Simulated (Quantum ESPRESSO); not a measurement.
## Si7Ga (input and log of a self-consistent run)

Computed values, not a measurement. The program is pw.x of Quantum ESPRESSO 7.5 (plane-wave density functional theory). The cell is made up: 8 atoms on a zincblende/diamond lattice, with randomly drawn elements, strain and displacements, not relaxed. PseudoDojo standard norm-conserving files (v0.5 for PBE, v0.4.1 for LDA and PBEsol) set the functional; there is no spin polarisation, spin-orbit coupling or dispersion term, and the masses in the input are unused placeholders. A spin-polarised start on this cell or one of its family kept no moment.

Input:

```
&control calculation='scf', pseudo_dir='./dojo.nc.sr.pbe.v0_5.standard.upf', outdir='./o', disk_io='low', tprnfor=.true., tstress=.true. /
&system ibrav=0, nat=8, ntyp=2, nbnd=31, ecutwfc=79.96652505, nosym=.true., tot_charge=0,
 occupations='smearing', smearing='fd', degauss=0.0073498644
/
&electrons conv_thr=7.350e-09, electron_maxstep=60, /
ATOMIC_SPECIES
Ga 1.0 Ga.upf
Si 1.0 Si.upf
CELL_PARAMETERS angstrom
5.3658 0.0257 -0.1069
0.0257 5.2494 -0.0501
-0.1048 -0.0491 5.4256
ATOMIC_POSITIONS angstrom
Si -0.0254 -0.0134 0.0706
Ga -0.0548 2.6408 2.6861
Si 2.7176 -0.0359 2.62
Si 2.804 2.6693 -0.0458
Si 1.3514 1.27 1.2943
Si 1.2979 3.913 4.0183
Si 3.9671 1.2846 3.9334
Si 4.0473 3.9342 1.2889
K_POINTS automatic
6 6 6 1 1 1
```

The log is shortened where brackets say so; the opening notice, blank lines, dates and the lines on written files are dropped, and the path of the files is cut. It prints rydbergs, bohrs and kilobars, and counts compression as positive stress.

```
     Program PWSCF v.7.5
     Parallel version (MPI & OpenMP), running on       4 processor cores
     Number of MPI processes:                 4
     Threads/MPI process:                     1
     [start-up lines left out]
     bravais-lattice index     =            0
     lattice parameter (alat)  =      10.1420  a.u.
     unit-cell volume          =    1030.8000 (a.u.)^3
     number of atoms/cell      =            8
     number of atomic types    =            2
     number of electrons       =        41.00
     number of Kohn-Sham states=           31
     kinetic-energy cutoff     =      79.9665  Ry
     charge density cutoff     =     319.8661  Ry
     scf convergence threshold =      7.3E-09
     mixing beta               =       0.7000
     number of iterations used =            8  plain     mixing
     Exchange-correlation= PBE
                           (   1   4   3   4   0   0   0)
     [axes and pseudopotential details left out]
   Cartesian axes
     site n.     atom                  positions (alat units)
         1        Si     tau(   1) = (  -0.0047327  -0.0024968   0.0131546  )
         2        Ga     tau(   2) = (  -0.0102107   0.4920507   0.5004913  )
         3        Si     tau(   3) = (   0.5063606  -0.0066891   0.4881751  )
         4        Si     tau(   4) = (   0.5224592   0.4973610  -0.0085337  )
         5        Si     tau(   5) = (   0.2518015   0.2366345   0.2411622  )
         6        Si     tau(   6) = (   0.2418330   0.7290952   0.7487153  )
         7        Si     tau(   7) = (   0.7391754   0.2393549   0.7328962  )
         8        Si     tau(   8) = (   0.7541188   0.7330453   0.2401561  )
     number of k points=   108  Fermi-Dirac smearing, width (Ry)=  0.0073
     Number of k-points >= 100: set verbosity='high' to print them.
     Dense  grid:    99511 G-vectors     FFT dimensions: (  60,  60,  60)
     Estimated max dynamical RAM per process >     278.13 MB
     Estimated total dynamical RAM >       1.02 GB
     Initial potential from superposition of free atoms
     starting charge      40.9930, renormalised to      41.0000
     Starting wfcs are   37 randomized atomic wfcs
     total cpu time spent up to now is       11.8 secs
     per-process dynamical memory:   236.9 Mb
     Self-consistent Calculation
     iteration #  1     ecut=    79.97 Ry     beta= 0.70
     Davidson diagonalization with overlap
     ethr =  1.00E-02,  avg # of iterations =  5.3
     Threshold (ethr) on eigenvalues was too large:
     Diagonalizing with lowered threshold
     Davidson diagonalization with overlap
     ethr =  4.57E-04,  avg # of iterations =  4.1
     total cpu time spent up to now is       79.4 secs
     total energy              =    -212.05578772 Ry
     estimated scf accuracy    <       0.20520634 Ry
     iteration #  2     ecut=    79.97 Ry     beta= 0.70
     Davidson diagonalization with overlap
     ethr =  5.01E-04,  avg # of iterations =  1.4
     total cpu time spent up to now is       97.8 secs
     total energy              =    -212.06616051 Ry
     estimated scf accuracy    <       0.01566503 Ry
     iteration #  3     ecut=    79.97 Ry     beta= 0.70
     Davidson diagonalization with overlap
     c_bands:  1 eigenvalues not converged
     ethr =  3.82E-05,  avg # of iterations =  8.5
     total cpu time spent up to now is      135.1 secs
     total energy              =    -212.06804680 Ry
     estimated scf accuracy    <       0.01294612 Ry
     iteration #  4     ecut=    79.97 Ry     beta= 0.70
     Davidson diagonalization with overlap
     ethr =  3.16E-05,  avg # of iterations =  2.2
     total cpu time spent up to now is      161.7 secs
     total energy              =    -212.07100090 Ry
     estimated scf accuracy    <       0.00044649 Ry
     iteration #  5     ecut=    79.97 Ry     beta= 0.70
     Davidson diagonalization with overlap
     ethr =  1.09E-06,  avg # of iterations =  8.1
     total cpu time spent up to now is      189.4 secs
     total energy              =    -212.07109960 Ry
     estimated scf accuracy    <       0.00005655 Ry
     iteration #  6     ecut=    79.97 Ry     beta= 0.70
     Davidson diagonalization with overlap
     ethr =  1.38E-07,  avg # of iterations =  2.0
     total cpu time spent up to now is      204.8 secs
     total energy              =    -212.07111364 Ry
     estimated scf accuracy    <       0.00000812 Ry
     iteration #  7     ecut=    79.97 Ry     beta= 0.70
     Davidson diagonalization with overlap
     ethr =  1.98E-08,  avg # of iterations =  2.0
     total cpu time spent up to now is      226.9 secs
     total energy              =    -212.07111557 Ry
     estimated scf accuracy    <       0.00000026 Ry
     iteration #  8     ecut=    79.97 Ry     beta= 0.70
     Davidson diagonalization with overlap
     ethr =  6.22E-10,  avg # of iterations =  3.4
     total cpu time spent up to now is      252.6 secs
     total energy              =    -212.07111569 Ry
     estimated scf accuracy    <       0.00000006 Ry
     iteration #  9     ecut=    79.97 Ry     beta= 0.70
     Davidson diagonalization with overlap
     ethr =  1.42E-10,  avg # of iterations =  2.0
     total cpu time spent up to now is      268.9 secs
     total energy              =    -212.07111570 Ry
     estimated scf accuracy    <          8.4E-09 Ry
     iteration # 10     ecut=    79.97 Ry     beta= 0.70
     Davidson diagonalization with overlap
     ethr =  2.04E-11,  avg # of iterations =  2.0
     total cpu time spent up to now is      291.0 secs
     End of self-consistent calculation
     Number of k-points >= 100: set verbosity='high' to print the bands.
     the Fermi energy is     6.7646 ev
!    total energy              =    -212.07111570 Ry
     estimated scf accuracy    <          1.1E-09 Ry
     smearing contrib. (-TS)   =      -0.00645154 Ry
     internal energy E=F+TS    =    -212.06466417 Ry
     The total energy is F=E-TS. E is the sum of the following terms:
     one-electron contribution =     -87.45301431 Ry
     hartree contribution      =      68.21708307 Ry
     xc contribution           =     -63.70495020 Ry
     ewald contribution        =    -129.12378272 Ry
     convergence has been achieved in  10 iterations
     Forces acting on atoms (cartesian axes, Ry/au):
     atom    1 type  2   force =    -0.00358992   -0.01123856   -0.03691844
     atom    2 type  1   force =     0.03336089   -0.05470857    0.01877996
     atom    3 type  2   force =    -0.06235949   -0.00339840    0.02799205
     atom    4 type  2   force =    -0.05277746   -0.04020311   -0.02652672
     atom    5 type  2   force =     0.02895467    0.03955602    0.00378425
     atom    6 type  2   force =     0.03183917    0.02299742    0.01646253
     atom    7 type  2   force =     0.01649112    0.01508992    0.03527498
     atom    8 type  2   force =     0.00808101    0.03190528   -0.03884860
     Total force =     0.155941     Total SCF correction =     0.000156
     Computing stress (Cartesian axis) and pressure
          total   stress  (Ry/bohr**3)                   (kbar)     P=       95.12
   0.00064939  -0.00001164   0.00038344           95.53       -1.71       56.41
  -0.00001164   0.00069682   0.00017347           -1.71      102.51       25.52
   0.00038344   0.00017347   0.00059358           56.41       25.52       87.32
     init_run     :     11.04s CPU     11.66s WALL (       1 calls)
     electrons    :    275.95s CPU    279.21s WALL (       1 calls)
     forces       :      4.70s CPU      4.74s WALL (       1 calls)
     stress       :     13.40s CPU     13.42s WALL (       1 calls)
     [timing details left out]
     PWSCF        :   5m 5.39s CPU   5m 9.45s WALL
     JOB DONE.
```

In other units: free energy -2885.375 eV for the cell, pressure 9.51 GPa, largest force component 1.603 eV/Å. A rerun of the same cell at another strain at 1377 eV and a 8 x 8 x 8 mesh moved values by no more than 0.012 eV in energy, 0.08 GPa in stress and 0.020 eV/Å in force.